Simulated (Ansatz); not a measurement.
The start is a relaxed Rh cell displaced along its unstable phonon at q = (0, 0, ½) of its primitive reciprocal cell (66i cm⁻¹), largest move 0.15 Å. The cell and all atomic positions are relaxed at zero pressure with r2SCAN (plane waves to 500 eV, PAW, scalar-relativistic; Ansatz, a program for electronic structure). First-step values are on the input's coarse k-mesh.

Ansatz input (later rounds restart from its end on a renewed k-mesh):
Ansatz 0.2 input:
```yaml
crystal:
  lattice:
    - [2.6168696554, 0, 0]
    - [-1.3084348277, 2.2662755999, 0]
    - [0, 0, 5.0395746968]
  atoms:
    - { symbol: Rh, position: [0.033093945, 0.0661878899, 0] }
    - { symbol: Rh, position: [-0.033093945, -0.0661878899, 0.5] }
basis: { ecutwfc: 500, ecutrho_ratio: 4, xc_grid: 4, fft_grid_basis: typed }
kpoints: { mp_grid: { grid: [14, 14, 7] } }
hamiltonian:
  xc: r2scan
  dispersion: none
  pseudopotentials: { azcp: { folder: ./paw }, kind: paw }
scf: { occupations: { method: fermi_dirac, width: 0.05 } }
relax: { f_tol: 0.01, max_steps: 100, cell: { stress_tol: 0.02 } }
output: { forces: true, stress: true }
```

Problem. How much energy is released per atom?

Solution. 0.44 eV/atom.

Problem. How does the volume per atom move from start to end?

Solution. -7.9 %, from 14.94 to 13.77 Å³/atom.

Problem. Does it find its way back to the structure it was made from?

Solution. It does not go back: it reaches P6₃/mmc (No. 194), hcp (Mg type), 0.46 eV/atom below the parent.

Problem. How do the shortest distances between atoms change?

Solution. The closest pairs of elements (up to four, under 3.6 Å), start → end: Rh–Rh 2.54 → 2.68 Å.

Problem. What band gap does the relaxed structure have at this level?

Solution. Zero (metallic).

Final values are on a 20×20×11 k-mesh of the relaxed cell. No spin polarisation in the result.

The run could not lose the symmetry of its start, so the end can be a saddle point.

The relaxed structure here is a generated cell of Rh: the first start was made by placing the elements on the sites of a structure type, and the end was not matched to a known phase here, so it may be hypothetical. Known forms of Rh include space group No. 225.
